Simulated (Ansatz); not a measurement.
## Ga4PN3 (ordering on wurtzite) by several functionals

All numbers come from Ansatz 0.2.0. No magnetic order. The prototype was imposed, so other structures may be more stable.

Structure: an ordered 8-atom cell of Ga4PN3 on the wurtzite lattice (P3m1), at its r2SCAN minimum. It is trigonal, P3m1 (No. 156); conventional cell a = 3.337 Å, c = 11.049 Å, 13.32 Å³ an atom. N is surrounded by 4 Ga at 1.96–2.01 Å; N is surrounded by 4 Ga at 1.95–2.01 Å; P is surrounded by 4 Ga at 2.21–2.35 Å; Ga is surrounded by 4 N at 1.96–2.01 Å; Ga is surrounded by 1 N at 1.95 Å and 3 P at 2.21 Å; Ga is surrounded by 3 N at 2.01 Å and 1 P at 2.35 Å.

Relaxed lattice by functional, symmetry kept:

| functional | k mesh | a (Å) | c (Å) | volume (Å³/atom) |
| --- | --- | --- | --- | --- |
| PBE | 12×12×2 | 3.370 | 11.204 | 13.77 |
| r2SCAN | 12×12×2 | 3.337 | 11.049 | 13.32 |

Gaps on the r2SCAN cell, each the least over its mesh and the special points:
```
  level   k mesh             gap (eV)  kind  edges  least direct gap (eV)       rough cost
    PBE  12×12×2  none (overlap 0.45)     –      –                      –  60 core-seconds
PBE+SOC  12×12×2  none (overlap 0.43)     –      –                      –   4 core-minutes
 r2SCAN  12×12×2  none (overlap 0.35)     –      –                      –  80 core-seconds
```
All runs use a smearing of 0.02 eV.
Wave cutoffs: 420 eV, 500 eV (r2SCAN).
Points off the special ones are mesh points or PBE's searched band edges, reused at the other levels.
Costs come from shared machines and give only the order; PBE's includes the band path. The runs had 4 threads of Intel(R) Xeon(R) Processor @ 2.50GHz (Skylake/Cascade Lake), with other jobs on the host.

r2SCAN gives no gap: the lowest nominally empty band dips 0.35 eV below the top of the last filled one (its bottom at K–Γ (0.80 of the way from K), the top at Γ), so the cell is a metal or semimetal at this level. With PBE+SOC the bands overlap by 0.43 eV (counted from 1, band 72 peaks at Γ and band 73 bottoms out at K–Γ (0.80 of the way from K)): no gap.

No level opens a gap, but no hybrid is among them, and semilocal functionals can close a real gap.

Only the levels marked +SOC include spin-orbit coupling.
